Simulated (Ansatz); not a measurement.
# BP4: start and end of a relaxation

The cell of BP4 is invented: random cell by space group and Wyckoff sites (P6/mmm, No. 191). The dimensions are guesses.

start.cif

```cif
data_structure
_symmetry_space_group_name_H-M 'P 1'
_symmetry_Int_Tables_number 1
_cell_length_a 4.0832
_cell_length_b 4.0832
_cell_length_c 5.8814
_cell_angle_alpha 90.000
_cell_angle_beta 90.000
_cell_angle_gamma 120.000
_cell_volume 84.92
loop_
_atom_site_label
_atom_site_type_symbol
_atom_site_fract_x
_atom_site_fract_y
_atom_site_fract_z
_atom_site_occupancy
B1 B 0.00000 0.00000 0.50000 1
P1 P 0.50000 0.00000 0.50000 1
P2 P 0.00000 0.50000 0.50000 1
P3 P 0.50000 0.50000 0.50000 1
P4 P 0.00000 0.00000 0.00000 1
```

All numbers below come from DFT PBE, scalar-relativistic, plane waves, PAW (Ansatz 0.2.0). Cutoff 420 eV, Gaussian smearing, Γ-centred meshes. Cell and atoms relax first on a coarse mesh and then on a finer one. In between, the cell is made exact in the group found at 0.06 Å. In metals the finer mesh still leaves noise of several meV/atom or more. The steps can't lower the symmetry of their start. No spin polarisation.

end.cif

```cif
data_structure
_symmetry_space_group_name_H-M 'P 1'
_symmetry_Int_Tables_number 1
_cell_length_a 4.9134
_cell_length_b 4.9134
_cell_length_c 3.8186
_cell_angle_alpha 90.000
_cell_angle_beta 90.000
_cell_angle_gamma 120.000
_cell_volume 79.83
loop_
_atom_site_label
_atom_site_type_symbol
_atom_site_fract_x
_atom_site_fract_y
_atom_site_fract_z
_atom_site_occupancy
B1 B 0.00000 0.00000 0.50000 1
P1 P 0.50000 0.00000 0.50000 1
P2 P 0.00000 0.50000 0.50000 1
P3 P 0.50000 0.50000 0.50000 1
P4 P 0.00000 0.00000 0.00000 1
```

The symmetry stays P6/mmm (No. 191). The volume per atom shrinks by 6.0 %, from 17.0 to 16.0 Å³. The shortest distance goes from 2.04 Å (B–P and P–P) to 1.91 Å (B–P). The ratio c/a of the conventional cell changes by a factor of 0.54. The energy falls by about 1.1 eV/atom (the start's value is from the coarse mesh).

```json
{"Volume per atom": "16.0 Å³", "Density": "2.8 g/cm³", "Energy over the elements": "+1.07 eV/atom", "Gap on the 12×12×10 mesh of the 5-atom cell": "0 eV (a metal)"}
```

The zero of energy is the elements' standard structures at the same level; no fitted shifts are applied. The references include black phosphorus. The separate elements lie lower, so it is unstable against them.

The last run used Gaussian smearing of 0.10 eV. Weakly bound directions are ill-defined at this level, which has no dispersion term. An odd number of electrons in the primitive cell allows no gap without spin; a larger cell or a magnetic state could open one. The cell is a metal run without spin; a magnetic state may lie lower. The reference form of P is held partly by dispersion forces, which this level lacks. A structure relaxed within its symmetry needn't be a true minimum. In all, the 4 runs took 92 s on 1 thread of Arm Neoverse V2, on a shared host. Another cell of BP4 relaxed alike, in P-6m2, lies 0.67 eV/atom lower, so this cell isn't the stable form at this level.
